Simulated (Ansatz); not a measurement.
The calculation used DFT PBE, scalar-relativistic, plane waves, PAW in Ansatz 0.2.0. All cells share a 420 eV cutoff and Γ-centred k meshes spaced at most about 0.3 Å⁻¹ (about 0.25 or finer for metals, 2π included). Collinear spin in cells that started with moments and kept them past the coarse steps, no spin elsewhere.

All energies are static (0 K, no zero-point motion). All come from trial cells, and lower structures may exist.

Question: Which of these relaxed structures of Te5Mo is the lowest in energy?
A.

```
CELL_PARAMETERS angstrom
8.34310 0.00000 0.00000
-4.17155 7.22534 0.00000
0.00000 0.00000 3.25866
ATOMIC_POSITIONS crystal
Te 0.00000 0.25886 0.50000
Te 0.74114 0.74114 0.50000
Te 0.25886 0.00000 0.50000
Te 0.66667 0.33333 0.00000
Te 0.33333 0.66667 0.00000
Mo 0.00000 0.00000 0.00000
```

B.

```
CELL_PARAMETERS angstrom
0.00000 4.46163 4.46163
4.46163 0.00000 4.46163
4.46163 4.46163 0.00000
ATOMIC_POSITIONS crystal
Te 0.75000 0.75000 0.75000
Te 0.37444 0.37444 0.87667
Te 0.37444 0.87667 0.37444
Te 0.37444 0.37444 0.37444
Te 0.87667 0.37444 0.37444
Mo 0.00000 0.00000 0.00000
```

C.

```
CELL_PARAMETERS angstrom
3.69274 0.00000 0.00000
-1.84637 3.19801 0.00000
0.00000 0.00000 15.35782
ATOMIC_POSITIONS crystal
Te 0.66667 0.33333 0.88541
Te 0.33333 0.66667 0.64318
Te 0.66667 0.33333 0.50000
Te 0.33333 0.66667 0.35682
Te 0.66667 0.33333 0.11459
Mo 0.33333 0.66667 0.00000
```

D.

```
CELL_PARAMETERS angstrom
8.26176 0.00000 0.00000
0.00000 8.26176 0.00000
0.00000 0.00000 3.14203
ATOMIC_POSITIONS crystal
Te 0.28304 0.00000 0.50000
Te 0.71696 0.00000 0.50000
Te 0.00000 0.28304 0.50000
Te 0.00000 0.71696 0.50000
Te 0.50000 0.50000 0.50000
Mo 0.00000 0.00000 0.00000
```

Answer: C. It has space group P-6m2 (No. 187); the next, A, with space group P-62m (No. 189), lies 180 meV/atom higher. Largest moments: C no spin, A no spin, D no spin, B 4.0 μB. Counting Te atoms around Mo (those within 1.25 times the shortest such distance or 1.15 times the sum of covalent radii, 1.27 where that leaves under three), the lowest and the next both have Mo 6. Even the lowest lies +0.04 eV/atom against the elements.

No dispersion correction is applied, so the spacing and binding between layers, chains or molecules are poorly described (P-6m2, P-62m, P4/mmm), and this can change margins and order among such cells. Spin–orbit coupling, which can matter for Te, is left out. Another magnetic order may lie lower. Cells relaxed within their symmetry can be saddle points. Some candidate types were left out of the draw beforehand, so a known form may be missing.
